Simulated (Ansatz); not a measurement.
# Ansatz run, Pt₃Pb

input.yaml (Ansatz 0.2.0)

```yaml
crystal:
  lattice:
    - [4.021009, 0.0, 0.0]
    - [0.0, 4.021009, 0.0]
    - [0.0, 0.0, 4.021009]
  atoms:
    - { symbol: Pt, position: [0.0, 0.5, 0.5] }
    - { symbol: Pt, position: [0.5, 0.0, 0.5] }
    - { symbol: Pt, position: [0.5, 0.5, 0.0] }
    - { symbol: Pb, position: [0.0, 0.0, 0.0] }
kpoints:
  mp_grid: { grid: [3, 3, 3], shift: [0, 0, 0] }
magnetization:
  noncollinear: true
  spin_orbit: true
scf:
  occupations: { method: fermi_dirac }
hamiltonian:
  pseudopotentials: { kind: paw_fr }
  xc: hse06
basis:
  ecutwfc: 420
  fft_grid_basis: typed
output:
  forces: true
  stress: true
  eigenvalues: true
  bader: true
  populations: true
  elf: true
  write_potential: true
  volumetric_format: npy
  dos:
    e_range: [-12, 8]
    de: 0.05
    projected: { site_lists: { Pb: [Pb], Pt: [Pt] } }
    method: { smearing: { sigma: 0.1, scheme: gaussian } }
```

The state carries no moments; the state need not be the lowest.

Output (shortened):

```
SCF iter   1: F=—  Δρ=6.66e-2  dr2=2.64e0  dr2_m=0.00e0 (ungated)  |M|=0.00e0 ∫|m|=0.00e0 μB
SCF iter   2: F=—  Δρ=4.43e-2  dr2=1.11e0  dr2_m=0.00e0 (ungated)  |M|=0.00e0 ∫|m|=0.00e0 μB
SCF iter   3: F=—  Δρ=6.62e-3  dr2=1.81e-2  dr2_m=0.00e0 (ungated)  |M|=0.00e0 ∫|m|=0.00e0 μB
SCF iter   4: F=—  Δρ=2.50e-3  dr2=6.32e-3  dr2_m=0.00e0 (ungated)  |M|=0.00e0 ∫|m|=0.00e0 μB  defer=2
SCF iter   5: F=—  Δρ=4.28e-4  dr2=1.16e-4  dr2_m=0.00e0 (ungated)  |M|=0.00e0 ∫|m|=0.00e0 μB
SCF iter   6: F=—  Δρ=9.47e-5  dr2=2.09e-6  dr2_m=0.00e0 (ungated)  |M|=0.00e0 ∫|m|=0.00e0 μB
SCF iter   7: F=—  Δρ=2.55e-5  dr2=1.86e-7  dr2_m=0.00e0 (ungated)  |M|=0.00e0 ∫|m|=0.00e0 μB
SCF iter   8: F=—  Δρ=5.54e-6  dr2=2.87e-8  dr2_m=0.00e0 (ungated)  |M|=0.00e0 ∫|m|=0.00e0 μB
SCF iter   9: F=-49617.6452 eV  Δρ=1.02e-6  dr2=8.79e-10  dr2_m=0.00e0 (ungated)  |M|=0.00e0 ∫|m|=0.00e0 μB
SCF iter   1: F=—  Δρ=1.14e-2  dr2=1.15e-1  dr2_m=0.00e0 (ungated)  |M|=0.00e0 ∫|m|=0.00e0 μB
…
SCF iter   1: F=—  Δρ=1.16e-4  dr2=3.95e-6  dr2_m=0.00e0 (ungated)  |M|=0.00e0 ∫|m|=0.00e0 μB
SCF iter   2: F=—  Δρ=7.85e-5  dr2=1.14e-6  dr2_m=0.00e0 (ungated)  |M|=0.00e0 ∫|m|=0.00e0 μB
SCF iter   3: F=—  Δρ=5.61e-5  dr2=4.70e-7  dr2_m=0.00e0 (ungated)  |M|=0.00e0 ∫|m|=0.00e0 μB  defer=6
SCF iter   4: F=—  Δρ=1.32e-5  dr2=4.99e-8  dr2_m=0.00e0 (ungated)  |M|=0.00e0 ∫|m|=0.00e0 μB  defer=2
SCF iter   5: F=—  Δρ=6.63e-6  dr2=4.08e-8  dr2_m=0.00e0 (ungated)  |M|=0.00e0 ∫|m|=0.00e0 μB  defer=2
SCF iter   6: F=-49531.9693 eV  Δρ=1.40e-6  dr2=1.31e-9  dr2_m=0.00e0 (ungated)  |M|=0.00e0 ∫|m|=0.00e0 μB  defer=4
hybrid outer 2: dexx = +9.867e-6 eV, tail = 8.26e-8 eV, Δε = 3.05e-3 eV (about 9.94e-5 eV left of the loop's levels)
SCF iter   1: F=—  Δρ=6.35e-6  dr2=6.66e-9  dr2_m=0.00e0 (ungated)  |M|=0.00e0 ∫|m|=0.00e0 μB
SCF iter   2: F=-49531.9693 eV  Δρ=4.55e-6  dr2=3.17e-9  dr2_m=0.00e0 (ungated)  |M|=0.00e0 ∫|m|=0.00e0 μB  defer=4
hybrid outer 3: dexx = +4.160e-9 eV, tail = 7.24e-9 eV, Δε = 3.20e-4 eV (about 1.09e-4 eV left of the loop's levels), ΔF = 1.13e-27 eV/Å (tail inf)
Magnetization: |M| = 0.0000 μB,  M = (+0.0000, +0.0000, +0.0000) μB
Absolute magnetization: 0.0000 μB (∫|m|)
  site 0: m = (+0.0000, +0.0000, +0.0000) μB, |m| = 0.0000 μB  (R = 1.17 Å)
  site 1: m = (+0.0000, +0.0000, +0.0000) μB, |m| = 0.0000 μB  (R = 1.17 Å)
  site 2: m = (+0.0000, +0.0000, +0.0000) μB, |m| = 0.0000 μB  (R = 1.17 Å)
  site 3: m = (+0.0000, +0.0000, +0.0000) μB, |m| = 0.0000 μB  (R = 1.17 Å)
Free energy (F): -49531.9693 eV
Frozen-core exchange: fock
Harris-Foulkes:  -49531.9693 eV  (|F-HF|=2.07e-9)
Internal energy: -49531.9346 eV  (E = F + TS)
E sigma→0 (E₀):  -49531.9520 eV
Entropy (-TS):   -0.0346 eV (-8.660 meV/atom)
Fermi energy:    21.7914 eV
--- Per-component energies (eV) ---
  E_band       = -513.8412
  E_kinetic    = 2217.5924
  E_local      = -5369.3688  (includes V_loc(G=0)·N_el)
  E_nonlocal   = 923.9156
  E_hartree    = 2057.9616
  E_xc         = -802.2522
  E_vxc        = -826.6055  (∫ρ·V_xc dr)
  E_exx        = -223.9844  (= α·E_x^exact, valence–valence)
  E_paw        = -38791.5759  (= ΣΔE_a)
  E_vpaw       = -1127.3293  (= ΣTr[D̂ρ^β])
  E_aug_tail   = 0.0005  (compensation charges beyond the density's cutoff)
  E_ewald      = -9538.5492
  E_core_change = -5.6742  (= ΣΔE_core)
  E_smearing   = -0.0346  (= −TS)
--- Stress (GPa, compression-positive) ---
        9.8330       0.0000       0.0000
        0.0000       9.8330       0.0000
        0.0000       0.0000       9.8330
  P = ⅓ Tr σ = 9.8330 GPa (98.330 kbar)
--- Bader charges: 4 sites ---
  site symbol  charge [e]  shift [e]  m_x [muB]  m_y [muB]  m_z [muB]
     0     Pt     -0.3188     0.0000     0.0000     0.0000     0.0000
     1     Pt     -0.3188     0.0000     0.0000     0.0000     0.0000
     2     Pt     -0.3188     0.0000     0.0000     0.0000     0.0000
     3     Pb      0.9565     0.0000     0.0000     0.0000     0.0000
```

Origin: a database entry at a rescaled volume. Caveats: the exchange threshold is loose for a stress; the SCF threshold is loose for a stress; hybrid functional on a coarse k mesh.
